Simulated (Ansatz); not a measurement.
Mo: from a starting cell to a relaxed one

The start is a randomly generated symmetric cell of Mo (space group No. 164). The cell and all atomic positions are relaxed at zero pressure with r2SCAN (plane waves to 500 eV, PAW, scalar-relativistic; Ansatz, a quantum-chemistry and plane-wave program). First-step values are on the input's coarse k-mesh.

Ansatz input (later rounds restart from its end on a renewed k-mesh):
Ansatz 0.2 input:
```yaml
crystal:
  lattice:
    - [2.7771046, 0, 0]
    - [-1.3885523, 2.4050432, 0]
    - [0, 0, 4.8795976]
  atoms:
    - { symbol: Mo, position: [0.33333333, 0.66666667, 0.16908631] }
    - { symbol: Mo, position: [0.66666667, 0.33333333, 0.83091369] }
basis: { ecutwfc: 500, ecutrho_ratio: 4, xc_grid: 4, fft_grid_basis: typed }
kpoints: { mp_grid: { grid: [13, 13, 7] } }
hamiltonian:
  xc: r2scan
  dispersion: none
  pseudopotentials: { azcp: { folder: ./paw }, kind: paw }
scf: { occupations: { method: fermi_dirac, width: 0.05 } }
relax: { f_tol: 0.01, max_steps: 100, cell: { stress_tol: 0.02 } }
output: { forces: true, stress: true }
```

- Outcome = The space group goes from P-3m1 (No. 164) to P6₃/mmc (No. 194); the end is hcp (Mg type), with 2 atoms in the primitive cell
- Energy released = about 1.0 eV/atom
- Volume change = -2.7 %, from 16.30 to 15.86 Å³/atom
- Band gap at the end = zero (metallic)
- Optimiser moves = 10

Final values are on a 18×18×11 k-mesh of the relaxed cell. The start holds a very short contact (Mo–Mo 2.30 Å). No spin polarisation in the result.

The run could not lose the symmetry of its start, so the end can be a saddle point.

The relaxed structure here is a generated cell of Mo: the first start was made by a random draw of sites in a space group, and the end was not matched to a known phase here, so it may be hypothetical. Known forms of Mo include space group No. 229.
